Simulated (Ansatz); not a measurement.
Ansatz input

```yaml
crystal:
  lattice:
    - [5.6270533777, 0.0, 0.0]
    - [-2.8135266889, 4.8731711736, 0.0]
    - [0.0, 0.0, 3.3233371473]
  atoms:
    - { symbol: Bi, position: [0.0, 1.0, 0.0] }
    - { symbol: Bi, position: [0.3333333333, 0.6666666667, 0.5] }
    - { symbol: Bi, position: [0.6666666667, 0.3333333333, 0.5] }
hamiltonian:
  xc: pbesol
  pseudopotentials:
    kind: paw
    azcp:
      Bi: "pseudopotentials/Bi.paw.azcp"
basis:
  ecutwfc: 420
  fft_grid_basis: typed
kpoints:
  mp_grid: { grid: [9, 9, 13], shift: [0, 0, 0] }
magnetization:
  spin_polarized: false
scf:
  occupations: { method: fermi_dirac, width: 0.1 }
```

Terminal output

```
Warning: the record states the generating functional pbe (its physics header spells it `PBE`), which answers neither for hamiltonian.xc's functional nor for the pbesol family's — results may be inconsistent (PPs are generated against a specific XC)
Engine: ansatz 0.2.0, x86_64-unknown-linux-gnu
Pseudopotentials: kind: paw
Pseudopotential: Bi, paw, valence charge 15, recommended cutoff 420 eV (normal) 
Functional definition: PBEsol
  exchange = pbesol_x
  correlation = pbesol_c
Crystal: 3 atoms, lattice volume = 91.131 Å³
Basis set: ecut = 420 eV, 1799 PW (Γ)
Bands: 27, of which v1, the nominal top of the filled ones, is band 23 counted from 1 (22 counted from 0)
Symmetry: 24 space group operations
Space group: P6/mmm (ITA 191), of the structure as read, at distance tolerance 4.5e-5 Å
k-points: 84 of 1053
Non-local potential: Bi, projectors of the file, l = 0: 2, l = 1: 2, l = 2: 2, l = 3: 2
PAW form: soft (Blöchl's): semilocal exchange-correlation on the pseudo side does not see the compensation charge
PAW frozen core: Bi, regenerated for the run's functional, and the local potential with it (the file was generated under x = pbe(κ = 0.804, μ = 0.2195149727645171), c = pbe(β = 0.06672455060314922))
PAW one-centre angular grid: Bi, 590 points (default); XC on 64 Gauss nodes
Initial density: superposition of atomic densities (neutral atoms: chi_scale 0, normalization atom), corrected by the library's trained network
Initial wavefunctions: pseudopotential atomic-orbital guess
Functional: x = pbesol(κ = 0.804, μ = 0.12345679012345678), c = pbesol(β = 0.046)
SCF iter   1: F=—  HF=-36725.739492 eV  |F-HF|=—  |Δ(HF+E_count)|=         —  Δρ=1.46e-3  dr2=3.04e-3  ethr=1.77e-3  ⟨swp⟩=6.0  Hψ=10093  notcnv=0
SCF iter   2: F=—  HF=-36725.737715 eV  |F-HF|=—  |Δ(HF+E_count)|=   1.78e-3  Δρ=9.25e-4  dr2=1.13e-3  ethr=6.75e-6  ⟨swp⟩=2.1  Hψ=4677  notcnv=0
SCF iter   3: F=—  HF=-36725.737574 eV  |F-HF|=—  |Δ(HF+E_count)|=   1.41e-4  Δρ=2.90e-4  dr2=4.57e-5  ethr=2.52e-6  ⟨swp⟩=2.0  Hψ=4153  notcnv=0
SCF iter   4: F=—  HF=-36725.737542 eV  |F-HF|=—  |Δ(HF+E_count)|=   3.23e-5  Δρ=1.07e-4  dr2=8.56e-6  ethr=1.02e-7  ⟨swp⟩=2.0  Hψ=4118  notcnv=0
SCF iter   5: F=—  HF=-36725.737540 eV  |F-HF|=—  |Δ(HF+E_count)|=   2.07e-6  Δρ=1.20e-5  dr2=1.44e-7  ethr=1.90e-8  ⟨swp⟩=2.1  Hψ=3941  notcnv=0
SCF iter   6: F=-36725.737540 eV  HF=-36725.737540 eV  |F-HF|=2.98e-10  |Δ(HF+E_count)|=   1.26e-8  Δρ=2.54e-6  dr2=5.74e-9  ethr=2.22e-10  ⟨swp⟩=2.9  Hψ=4954  notcnv=0
SCF 1 converged in 6 iterations: F = -36725.737540 eV  dr2 = 5.74e-9
SCF converged after 6 iterations
Free energy (F): -36725.737540 eV
Harris-Foulkes:  -36725.737540 eV  (|F-HF|=2.98e-10)
Internal energy: -36725.672989 eV  (E = F + TS)
E sigma→0 (E₀):  -36725.705264 eV
Entropy (-TS):   -0.064551 eV (-21.517 meV/atom)
Fermi energy:    11.924595 eV
--- Per-component energies (eV) ---
  E_band       = -235.528334
  E_kinetic    = 908.247362
  E_local      = -4161.948050  (includes V_loc(G=0)·N_el)
  E_nonlocal   = 1685.797609
  E_hartree    = 1313.713057
  E_xc         = -451.754161
  E_vxc        = -433.602254  (∫ρ·V_xc dr)
  E_paw        = -31528.230203  (= ΣΔE_a)
  E_vpaw       = -861.448701  (= ΣTr[D̂ρ^β])
  E_aug_tail   = -0.001386  (compensation charges beyond the density's cutoff)
  E_ewald      = -4491.766474
  E_core_change = 0.269257  (= ΣΔE_core)
  E_smearing   = -0.064551  (= −TS)
  E_closure    = -0.000000  (closes the sum)
  Σ components = -36725.737540   (vs F -36725.737540, Δ=0.00e0)
```

Command:

```sh
ansatz run input.yaml --threads 2 --pin off --max-ram 5120MiB --backend cpu --events-out ev --progress --plain --runs-dir out
```

On 2 threads of AMD EPYC 9R45 96-Core Processor (Zen 5) (shared host) this took about 1.8 s of wall time and 3.2 s of CPU time.
